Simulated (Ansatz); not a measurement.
Ansatz input

```yaml
crystal:
  lattice:
    - [0.0, 3.0224908479, 3.0224908479]
    - [3.0224908479, 0.0, 3.0224908479]
    - [3.0224908479, 3.0224908479, 0.0]
  atoms:
    - { symbol: Au, position: [0.125, 0.125, 0.125] }
    - { symbol: Au, position: [0.875, 0.875, 0.875] }
hamiltonian:
  xc: blyp
  pseudopotentials:
    kind: paw
    azcp:
      Au: "pseudopotentials/Au.paw.azcp"
basis:
  ecutwfc: 420
  fft_grid_basis: typed
kpoints:
  mp_grid: { grid: [10, 10, 10], shift: [0, 0, 0] }
magnetization:
  spin_polarized: false
scf:
  occupations: { method: fermi_dirac, width: 0.1 }
  lower_state_search: "off"
output:
  stress: true
```

Terminal output

```
Engine: ansatz 0.2.0, aarch64-unknown-linux-gnu
Pseudopotentials: kind: paw
Pseudopotential: Au, paw, valence charge 19, recommended cutoff 420 eV (normal) 
Functional definition: BLYP
  parameter beta = 0.0042
  parameter a = 0.04918
  parameter b = 0.132
  parameter c = 0.2533
  parameter d = 0.349
  exchange = b88_x(beta = beta)
  correlation = lyp_c(a = a, b = b, c = c, d = d)
Crystal: 2 atoms, lattice volume = 55.224 Å³
Basis set: ecut = 420 eV, 1067 PW (Γ), exchange–correlation on 60×60×60 points (8 copies of the dense FFT grid, shifted against one another)
Bands: 23, of which v1, the nominal top of the filled ones, is band 19 counted from 1 (18 counted from 0)
Symmetry: 48 space group operations
Space group: Fd-3m (ITA 227), of the structure as read, at distance tolerance 3.8e-5 Å
k-points: 47 of 1000
Non-local potential: Au, projectors of the file, l = 0: 3, l = 1: 2, l = 2: 2, l = 3: 1
PAW form: soft (Blöchl's): semilocal exchange-correlation on the pseudo side does not see the compensation charge
PAW frozen core: Au, regenerated for the run's functional, and the local potential with it (the file was generated under x = pbe(κ = 0.804, μ = 0.2195149727645171), c = pbe(β = 0.06672455060314922))
PAW one-centre angular grid: Au, 590 points (default); XC on 64 Gauss nodes
Initial density: superposition of atomic densities (neutral atoms: chi_scale 0, normalization atom), corrected by the library's trained network
Initial wavefunctions: pseudopotential atomic-orbital guess
Functional: x = b88, c = lyp
SCF iter   1: F=—  HF=-26351.174770 eV  |F-HF|=—  |Δ(HF+E_count)|=         —  Δρ=4.57e-3  dr2=1.45e-2  ethr=1.77e-3  ⟨swp⟩=6.2  Hψ=4472  notcnv=0
SCF iter   2: F=—  HF=-26351.173681 eV  |F-HF|=—  |Δ(HF+E_count)|=   1.09e-3  Δρ=2.17e-3  dr2=3.18e-3  ethr=3.82e-5  ⟨swp⟩=1.8  Hψ=1725  notcnv=0
SCF iter   3: F=—  HF=-26351.173307 eV  |F-HF|=—  |Δ(HF+E_count)|=   3.74e-4  Δρ=4.92e-4  dr2=9.46e-5  ethr=8.38e-6  ⟨swp⟩=2.1  Hψ=1531  notcnv=0
SCF iter   4: F=—  HF=-26351.173384 eV  |F-HF|=—  |Δ(HF+E_count)|=   7.72e-5  Δρ=6.77e-5  dr2=1.50e-6  ethr=2.49e-7  ⟨swp⟩=2.2  Hψ=1662  notcnv=0
iter 5 did not close the SCF: its close was put off for the readings that it lacked (scf_convergence_deferred on its scf_iter line)
SCF iter   5: F=-26351.173385 eV  HF=-26351.173385 eV  |F-HF|=6.09e-9  |Δ(HF+E_count)|=   1.15e-6  Δρ=6.23e-6  dr2=1.57e-8  ethr=3.95e-9  ⟨swp⟩=2.1  Hψ=1698  notcnv=0
SCF iter   6: F=-26351.173385 eV  HF=-26351.173385 eV  |F-HF|=8.37e-10  |Δ(HF+E_count)|=   2.64e-9  Δρ=1.40e-6  dr2=1.13e-9  ethr=4.13e-11  ⟨swp⟩=2.0  Hψ=3725  notcnv=0
SCF 1 converged in 6 iterations: F = -26351.173385 eV  dr2 = 1.13e-9
SCF converged after 6 iterations
Free energy (F): -26351.173385 eV
Harris-Foulkes:  -26351.173385 eV  (|F-HF|=8.37e-10)
Internal energy: -26351.150430 eV  (E = F + TS)
E sigma→0 (E₀):  -26351.161908 eV
Entropy (-TS):   -0.022955 eV (-11.478 meV/atom)
Fermi energy:    10.624701 eV
--- Per-component energies (eV) ---
  E_band       = -754.752503
  E_kinetic    = 1211.767786
  E_local      = -5452.107635  (includes V_loc(G=0)·N_el)
  E_nonlocal   = 143.054812
  E_hartree    = 2300.853163
  E_xc         = -448.851353
  E_vxc        = -539.857611  (∫ρ·V_xc dr)
  E_paw        = -19473.875485  (= ΣΔE_a)
  E_vpaw       = -719.315789  (= ΣTr[D̂ρ^β])
  E_aug_tail   = 0.002661  (compensation charges beyond the density's cutoff)
  E_ewald      = -4632.278962
  E_core_change = 0.284584  (= ΣΔE_core)
  E_smearing   = -0.022955  (= −TS)
  E_closure    = 0.000000  (closes the sum)
  Σ components = -26351.173385   (vs F -26351.173385, Δ=0.00e0)
--- Stress (GPa, compression-positive) ---
        7.800006       0.000000       0.000000
        0.000000       7.800006      -0.000000
       -0.000000      -0.000000       7.800006
  P = ⅓ Tr σ = 7.8000 GPa (78.000 kbar)
```
